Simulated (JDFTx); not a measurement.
Be(0001) slab cut from bulk Be (space group P6_3/mmc, indices of the conventional cell, lattice of the Materials Project entry mp-87, not re-optimised): 6 atoms in 6 planes, a 1x1 cell of 4.44 Å² (|a| = 2.265, |b| = 2.265 Å), 8.9 Å between the outermost planes, cell height 24.9 Å, 10×10×1 k mesh, Fermi smearing 0.01 Ha, no spin polarisation.

Level of theory: PBE, GBRV ultrasoft potentials, plane waves to 20/100 Ha; code: a modified build of JDFTx. Vacuum. The outer atoms relax from bulk positions, keeping the cell's symmetry; the lattice is not PBE's own optimum in this code, and that strain can shift the moves by a few hundredths of an ångström. Input:

```
lattice \
  4.2798139136 -2.1399069663 0.0000000000 \
  0.0000000000 3.7064275815 0.0000000000 \
  0.0000000000 0.0000000000 47.0541805032
coords-type Lattice
ion Be 0.3333333330 0.6666666670 -0.1794226910 1
ion Be 0.6666666670 0.3333333330 -0.1076536140 0
ion Be 0.3333333330 0.6666666670 -0.0358845380 0
ion Be 0.6666666670 0.3333333330 0.0358845380 0
ion Be 0.3333333330 0.6666666670 0.1076536140 0
ion Be 0.6666666670 0.3333333330 0.1794226910 1
ion-species pseudo/be_pbe_v1.4.upf
elec-cutoff 20 100
elec-ex-corr gga-PBE
coulomb-interaction Slab 001
coulomb-truncation-embed 0 0 0
kpoint-folding 10 10 1
elec-smearing Fermi 0.01
lcao-params 10
elec-n-bands 22
electronic-scf nIterations 100 energyDiffThreshold 1e-07
ionic-minimize nIterations 10 energyDiffThreshold 1e-5 knormThreshold 4e-4
dump-name vac.$VAR
dump End State Ecomponents EigStats BandEigs Forces ElecDensity IonicPositions Fillings Kpoints Dtot
```

**Question.** How far do the free atoms of the upper face move along the normal, and how much energy is released?

**Answer.** Be (atom 6) 0.07 Å (positive: outward). The free energy falls by 0.016 eV per cell, 28 mJ/m².
